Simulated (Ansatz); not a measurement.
Input file for Ansatz (an electronic-structure program):

Ansatz 0.2 input:
```yaml
crystal:
  lattice:
    - [0.0, 3.5315635785, 3.5315635785]
    - [3.5315635785, 0.0, 3.5315635785]
    - [3.5315635785, 3.5315635785, 0.0]
  atoms:
    - { symbol: Ba, position: [0.0, 0.0, 0.0] }
    - { symbol: Te, position: [0.5, 0.5, 0.5] }
kpoints:
  mp_grid: { grid: [6, 6, 6] }
  band_path:
    path:
      - [[0.0, 0.0, 0.0], [0.5, 0.0, 0.5], [0.625, 0.25, 0.625]]  # Γ-X-U
      - [[0.375, 0.375, 0.75], [0.0, 0.0, 0.0], [0.5, 0.5, 0.5], [0.5, 0.25, 0.75], [0.5, 0.0, 0.5]]  # K-Γ-L-W-X
      - [VBM, CBM]
    npoints: 12
hamiltonian:
  xc: r2scan
  pseudopotentials: { kind: paw }
magnetization: { noncollinear: true, spin_orbit: true }
scf:
  n_extra_bands: 12
  convergence: { dr2_threshold: 0.0000000001 }
  occupations: { method: gaussian, width: 0.01 }
checkpoint: { write: soc.run }
output: { eigenvalues: true }
```

Output (shortened):

```
Pseudopotential: Ba, paw_fr, valence charge 10
Pseudopotential: Te, paw_fr, valence charge 16
Functional definition: r2SCAN
non-collinear run that drives no moment, with spin-orbit …
Crystal: 2 atoms, lattice volume = 88.091 Å³
Basis set: ecut = 500 eV, 2229 PW (Γ), exchange–correlation on 160×160×160 points (64 copies of the dense FFT grid, shifted against one another)
Bands: 38, of which v1, the nominal top of the filled ones, is band 26 counted from 1 (25 counted from 0)
Symmetry: 48 space group operations + 48 with time reversal
k-points: 16 of 216
Projection manifold: j_resolved (fully-relativistic pseudo-atomic orbitals)
SCF iter   1: F=—  HF=-12938.945511 eV  |F-HF|=—  |Δ(HF+E_count)|=         —  Δρ=2.64e-2  dr2=1.10e0  dr2_τ=1.59e-3  dr2_m=0.00e0 (ungated)  ethr=3.10e-3  |M|=0.00e0 ∫|m|=0.00e0 μB  |m|>n=0.0e0 m-floor=0.0e0 τ_xc=0.0e0  β_m=0.30  ⟨swp⟩=10.6  Hψ=2113  notcnv=0  defer=10
preconditioner: auto → none
SCF iter   2: F=—  HF=-12938.714420 eV  |F-HF|=—  |Δ(HF+E_count)|=   2.31e-1  Δρ=1.44e-2  dr2=2.35e-1  dr2_τ=4.19e-4  dr2_m=0.00e0 (ungated)  ethr=3.10e-3  |M|=0.00e0 ∫|m|=0.00e0 μB  |m|>n=0.0e0 m-floor=0.0e0 τ_xc=0.0e0  β_m=0.40  ⟨swp⟩=4.0  Hψ=677  notcnv=0  defer=88
SCF iter   3: F=—  HF=-12938.697163 eV  |F-HF|=—  |Δ(HF+E_count)|=   1.73e-2  Δρ=5.56e-3  dr2=3.06e-2  dr2_τ=1.31e-4  dr2_m=0.00e0 (ungated)  ethr=9.02e-4  |M|=0.00e0 ∫|m|=0.00e0 μB  |m|>n=0.0e0 m-floor=0.0e0 τ_xc=0.0e0  β_m=0.62  ⟨swp⟩=4.0  Hψ=569  notcnv=0  defer=88
SCF iter   4: F=—  HF=-12938.708041 eV  |F-HF|=—  |Δ(HF+E_count)|=   1.09e-2  Δρ=5.47e-4  dr2=2.22e-4  dr2_τ=1.32e-6  dr2_m=0.00e0 (ungated)  ethr=1.18e-4  |M|=0.00e0 ∫|m|=0.00e0 μB  |m|>n=0.0e0 m-floor=0.0e0 τ_xc=0.0e0  β_m=0.75  ⟨swp⟩=2.5  Hψ=386  notcnv=0  defer=88
SCF iter   5: F=—  HF=-12938.708148 eV  |F-HF|=—  |Δ(HF+E_count)|=   1.07e-4  Δρ=8.63e-5  dr2=5.82e-6  dr2_τ=3.33e-8  dr2_m=0.00e0 (ungated)  ethr=8.54e-7  |M|=0.00e0 ∫|m|=0.00e0 μB  |m|>n=0.0e0 m-floor=0.0e0 τ_xc=0.0e0  β_m=0.80  ⟨swp⟩=2.1  Hψ=489  notcnv=0  defer=88
SCF iter   6: F=—  HF=-12938.708146 eV  |F-HF|=—  |Δ(HF+E_count)|=   1.66e-6  Δρ=1.71e-5  dr2=1.96e-7  dr2_τ=4.32e-9  dr2_m=0.00e0 (ungated)  ethr=2.24e-8  |M|=0.00e0 ∫|m|=0.00e0 μB  |m|>n=0.0e0 m-floor=0.0e0 τ_xc=0.0e0  β_m=0.80  ⟨swp⟩=2.0  Hψ=439  notcnv=0  defer=88
SCF iter   7: F=—  HF=-12938.708130 eV  |F-HF|=—  |Δ(HF+E_count)|=   1.60e-5  Δρ=2.17e-6  dr2=1.78e-9  dr2_τ=4.69e-11  dr2_m=0.00e0 (ungated)  ethr=7.54e-10  |M|=0.00e0 ∫|m|=0.00e0 μB  |m|>n=0.0e0 m-floor=0.0e0 τ_xc=0.0e0  β_m=0.80  ⟨swp⟩=2.1  Hψ=509  notcnv=0  defer=88
SCF iter   8: F=-12938.708130 eV  HF=-12938.708130 eV  |F-HF|=5.82e-11  |Δ(HF+E_count)|=   2.79e-9  Δρ=1.78e-7  dr2=2.00e-11  dr2_τ=3.01e-13  dr2_m=0.00e0 (ungated)  ethr=1.00e-12  |M|=0.00e0 ∫|m|=0.00e0 μB  |m|>n=0.0e0 m-floor=0.0e0 τ_xc=0.0e0  ⟨swp⟩=13.2  Hψ=1754  notcnv=0
SCF 1 converged in 8 iterations: F = -12938.708130 eV  dr2 = 2.00e-11
NSCF: frozen V_eff on 16 k-points
NSCF: frozen V_eff on 16 k-points
NSCF: frozen V_eff on 16 k-points
NSCF: frozen V_eff on 2 k-points
NSCF: frozen V_eff on 5 k-points
NSCF: frozen V_eff on 5 k-points
NSCF: frozen V_eff on 5 k-points
NSCF: frozen V_eff on 5 k-points
NSCF: frozen V_eff on 3 k-points
NSCF: frozen V_eff on 87 k-points
SCF converged after 8 iterations
Magnetization: |M| = 0.0000 μB,  M = (+0.0000, +0.0000, +0.0000) μB
Absolute magnetization: 0.0000 μB (∫|m|)
  site 0: m = (+0.0000, +0.0000, +0.0000) μB, |m| = 0.0000 μB  (R = 1.46 Å)
  site 1: m = (+0.0000, +0.0000, +0.0000) μB, |m| = 0.0000 μB  (R = 1.46 Å)
Free energy (F): -12938.708130 eV
Harris-Foulkes:  -12938.708130 eV  (|F-HF|=5.82e-11)
Internal energy: -12938.708130 eV  (E = F + TS)
E sigma→0 (E₀):  -12938.708130 eV
Fermi energy:    7.030304 eV
--- Per-component energies (eV) ---
  E_band       = -357.763912
  E_kinetic    = 349.329303
  E_local      = -1877.508018  (includes V_loc(G=0)·N_el)
  E_nonlocal   = -253.875643
  E_hartree    = 1049.426150
  E_xc         = -273.194228
  E_vxc        = -260.047836  (∫ρ·V_xc dr)
  E_paw        = -9913.989965  (= ΣΔE_a)
  E_vpaw       = -428.462483  (= ΣTr[D̂ρ^β])
  E_aug_tail   = -0.000037  (compensation charges beyond the density's cutoff)
  E_vtau       = 13.948589  (kinetic-family band-sum trace: ∫τ·v_τ [+ j·A + Jᵃ·Aᵃ] dr)
  E_ewald      = -2019.263080
  E_core_change = 0.367389  (= ΣΔE_core)
  E_smearing   =  0.000000  (= −TS)
  E_closure    =  0.000000  (closes the sum)
  Σ components = -12938.708130   (vs F -12938.708130, Δ=0.00e0)
  [band-id]    e_kinetic+e_local+e_nonlocal+2·e_hartree+e_vxc+e_vpaw+e_augmentation_tail+e_vtau = -357.763826   (vs E_band -357.763912, Δ=8.59e-5)
--- Band table (eV; the first three rows and the last of 16) ---
  k-point 0: bands = ["-30.4982", "-30.4982", "-30.4982", "-30.4982", "-29.0356", "-29.0356", "-29.0356", "-29.0356", "-29.0291", "-29.0291", "-21.8404", "-21.8404", "-8.0148", "-8.0148", "-5.9962", "-5.9962", "-5.9962", "-5.9962", "-3.7903", "-3.7903", …
  k-point 1: bands = ["-30.4982", "-30.4982", "-30.4982", "-30.4982", "-29.0356", "-29.0356", "-29.0355", "-29.0355", "-29.0291", "-29.0291", "-21.8373", "-21.8373", "-8.0379", "-8.0379", "-6.0944", "-6.0944", "-5.9986", "-5.9986", "-3.5995", "-3.5995", …
  k-point 2: bands = ["-30.4982", "-30.4982", "-30.4981", "-30.4981", "-29.0356", "-29.0356", "-29.0355", "-29.0355", "-29.0290", "-29.0290", "-21.8312", "-21.8312", "-8.0856", "-8.0856", "-6.2531", "-6.2531", "-6.0033", "-6.0033", "-3.2428", "-3.2428", …
  k-point 15: bands = ["-30.4982", "-30.4982", "-30.4982", "-30.4982", "-29.0356", "-29.0356", "-29.0355", "-29.0355", "-29.0290", "-29.0290", "-21.8235", "-21.8235", "-8.1030", "-8.1030", "-6.1708", "-6.1708", "-6.1319", "-6.1319", "-3.4365", "-3.4365", …
```

Cost: around 120 core-seconds (rough) on shared cores.

Space group Fm-3m (rock salt). Symmetry was held in the r²SCAN relaxation; of distortions, only those at the zone centre were tested.

Potentials: the later of the program's two PAW sets.

Ansatz is a plane-wave DFT program.
